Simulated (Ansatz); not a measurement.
One crystal and one scan (energy against volume) at two levels, PBEsol-D3(BJ) (plane waves to 420 eV, PAW, scalar-relativistic; Ansatz, a program for electronic structure) and PBE-D3(BJ) (plane waves to 420 eV, PAW, scalar-relativistic; Ansatz), each from its own relaxed cell and on its own mesh. The cell shown is that of PBEsol-D3(BJ).

C (graphite type, space group P6_3/mmc)

```yaml
crystal:
  lattice:
    - [2.45828, 0.00000, 0.00000]
    - [-1.22914, 2.12894, 0.00000]
    - [0.00000, 0.00000, 6.56476]
  atoms:
    - { symbol: C, position: [0.00000, 0.00000, 0.25000] }
    - { symbol: C, position: [0.00000, 0.00000, 0.75000] }
    - { symbol: C, position: [0.33333, 0.66667, 0.25000] }
    - { symbol: C, position: [0.66667, 0.33333, 0.75000] }
```

This relaxed cell (volume V₀) is scaled evenly in all directions, its shape held. Symmetry pins the atoms to their sites.

Energies are smeared free energies. C was relaxed with its symmetry unable to fall. With the shape held, the modulus is that of even scaling; a crystal free to change shape is softer. Percentages come from the unrounded values.

Results of PBEsol-D3(BJ):

Lattice constant a (Å): 2.458
Lattice constant c (Å): 6.565
Relaxed volume (Å³/atom): 8.59
Bulk modulus at fixed cell shape B₀ (third-order Birch-Murnaghan fit) (GPa): 302.3
Pressure derivative B₀′ (fit): 3.8

Task: What does PBE-D3(BJ) give for the same quantities?

Result: 
```json
[
 {"quantity": "Lattice constant a (Å)", "PBE-D3(BJ)": "2.465", "PBEsol-D3(BJ) − PBE-D3(BJ)": "-0.007 (-0.3 %)"},
 {"quantity": "Lattice constant c (Å)", "PBE-D3(BJ)": "6.730", "PBEsol-D3(BJ) − PBE-D3(BJ)": "-0.165 (-2.5 %)"},
 {"quantity": "Relaxed volume (Å³/atom)", "PBE-D3(BJ)": "8.85", "PBEsol-D3(BJ) − PBE-D3(BJ)": "-0.26 (-3.0 %)"},
 {"quantity": "Bulk modulus at fixed cell shape B₀ (third-order Birch-Murnaghan fit) (GPa)", "PBE-D3(BJ)": "290.5", "PBEsol-D3(BJ) − PBE-D3(BJ)": "+11.8 (+4.1 %)"},
 {"quantity": "Pressure derivative B₀′ (fit)", "PBE-D3(BJ)": "3.6", "PBEsol-D3(BJ) − PBE-D3(BJ)": "+0.2 (+4 %)"}
]
```

PBEsol-D3(BJ) gives the higher value for: bulk modulus at fixed cell shape B₀. PBEsol-D3(BJ) gives the lower value for: lattice constant a; lattice constant c; relaxed volume.

(Under strain, the slope of the energy per volume gives the stress and its curvature an elastic modulus.)
